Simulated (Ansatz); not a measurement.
**Structure relaxation, GaN**

The start is a relaxed GaN cell deformed by the Cartesian strain tensor (xx, yy, zz, yz, xz, xy) = (-0.055, 0.015, 0.116, 0.046, 0.036, -0.033). The cell and all atomic positions are relaxed at zero pressure with PBEsol (plane waves to 420 eV, PAW, scalar-relativistic; Ansatz, a first-principles code). The first steps use a coarse 9×8×4 k-mesh.

The start:
```
CELL_PARAMETERS angstrom
      3.00757    -0.10503     0.11457
     -1.59474     2.85008     0.07088
      0.18667     0.24112     5.78680
ATOMIC_POSITIONS crystal
  Ga 0.66667 0.33333 0.00091
  Ga 0.33333 0.66667 0.50091
  N  0.66667 0.33333 0.62429
  N  0.33333 0.66667 0.12429
```

| Property | Result |
|---|---|
| Energy released | 0.25 eV/atom |
| Volume change | -6.2 %, from 12.12 to 11.37 Å³/atom |
| Shortest distances (start → end) | The closest pairs of elements (up to four, under 3.6 Å), start → end: Ga–N 1.79 → 1.95 Å; N–N 3.01 → 3.18 Å; Ga–Ga 3.01 → 3.18 Å |
| Optimiser moves | 7 |

The end point of the relaxation:

Space group P6₃mc (No. 186); a = b = 3.1826 Å, c = 5.1852 Å, α = β = 90.00°, γ = 120.00°

```json
[
 {"atom": "Ga", "site": "2b", "symmetry": "3m.", "x": "0.6667", "y": "0.3333", "z": "0.4991"},
 {"atom": "N", "site": "2b", "symmetry": "3m.", "x": "0.3333", "y": "0.6667", "z": "0.3757"}
]
```

Final values are on a 12×12×7 k-mesh of the relaxed cell. No spin polarisation in the result.
